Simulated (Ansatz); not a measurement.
AgI:
```cif
data_Ag2I2
_chemical_formula_sum 'I2 Ag2'
_space_group_name_H-M_alt 'P63mc'
_space_group_IT_number 186
_space_group_name_Hall 'P 6c -2c'
_cell_length_a 4.56021
_cell_length_b 4.56021
_cell_length_c 7.45216
_cell_angle_alpha 90.000
_cell_angle_beta 90.000
_cell_angle_gamma 120.000
loop_
_atom_site_label
_atom_site_type_symbol
_atom_site_symmetry_multiplicity
_atom_site_Wyckoff_symbol
_atom_site_fract_x
_atom_site_fract_y
_atom_site_fract_z
_atom_site_occupancy
I1 I 2 b 0.33333 0.66667 0.00253 1
Ag1 Ag 2 b 0.66667 0.33333 0.12747 1
```

Relaxed with PBEsol. DFT-PBEsol in the program Ansatz with PAW potentials gives a gap of 1.23 eV.

### Question
What gap does HSE06 give on the same cell (Ansatz, PAW)?

### Answer
2.52 eV, 1.29 eV more. The hybrid was solved on a coarser mesh and at special points; its gap is the smallest among all of these.

```
k  v1 PBEsol  c1 PBEsol  v1 HSE06  c1 HSE06
-  ---------  ---------  --------  --------
Γ       0.00       1.23      0.00      2.52
A      -0.39       2.55       [?]       [?]
K      -1.40       4.22       [?]       [?]
H      -1.19       3.85     -1.26      5.15
M      -0.76       3.25       [?]       [?]
L      -1.30       3.13       [?]       [?]
```

### Question
Top valence (v1) and lowest conduction level (c1) in eV from each method's valence maximum (which need not be a listed point): supply the withheld HSE06 values.

### Answer

- K, v1 HSE06: -1.51
- K, c1 HSE06: 5.29
- L, v1 HSE06: -1.38
- L, c1 HSE06: 4.35
- A, v1 HSE06: -0.41
- A, c1 HSE06: 3.84
- M, v1 HSE06: -0.80
- M, c1 HSE06: 4.54

Cost on shared cores: the PBEsol run (SCF on a 7×7×4 mesh, then bands and DOS) about 70 core-seconds (a rough figure), the HSE06 run (SCF on 5×5×3, then a few points) around 5 core-minutes (rough); the tasks are unlike.

Space group P6_3mc (wurtzite). Symmetry was held in the PBEsol relaxation. The run is not spin-polarised. Scalar-relativistic: spin–orbit coupling is off unless named, which matters more the heavier the elements.

Potentials: the later of the program's two PAW sets.
